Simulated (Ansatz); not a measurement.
A geometry of BeCo away from equilibrium: the start of the relaxation of a relaxed BeCo cell, doubled along one cell vector, shaken by Gaussian noise of σ = 0.08 Å a coordinate. The numbers are results of PBEsol (plane waves to 420 eV, PAW, scalar-relativistic; Ansatz, an electronic-structure program), not measurements. Γ-centred k-mesh 15×15×5 on the run's cell (coarser than for final values), Fermi–Dirac smearing 0.05 eV.

```xyz
4
Lattice="2.4083 0.0000 0.0000 -1.2042 2.0857 0.0000 0.0000 0.0000 7.0201" Properties=species:S:1:pos:R:3 pbc="T T T"
Co     0.0141     0.0424    -0.1352
Co     0.0444     0.0167     3.5354
Be    -0.0720     1.4277     1.7577
Be    -0.0275     1.4501     5.3149
```

**Question.** Which atoms carry the largest force, and which way does it point?

**Answer.** 1.89 eV/Å, on Co1 (atoms numbered as listed); on Co1 its components are (-0.19, 0.05, 1.88).

**Question.** What is the pressure?

**Answer.** +2.1 GPa, compression positive.

**Question.** How far above the relaxed end point is this geometry?

**Answer.** 0.05 eV/atom; the path ends in P-6m2 (No. 187).

No spin polarisation in the result. A magnetic state may lie lower.

The end of the path is a generated cell of BeCo: the first start was made by placing the elements on the sites of a structure type, and the end was not matched to a known phase here, so it may be hypothetical.
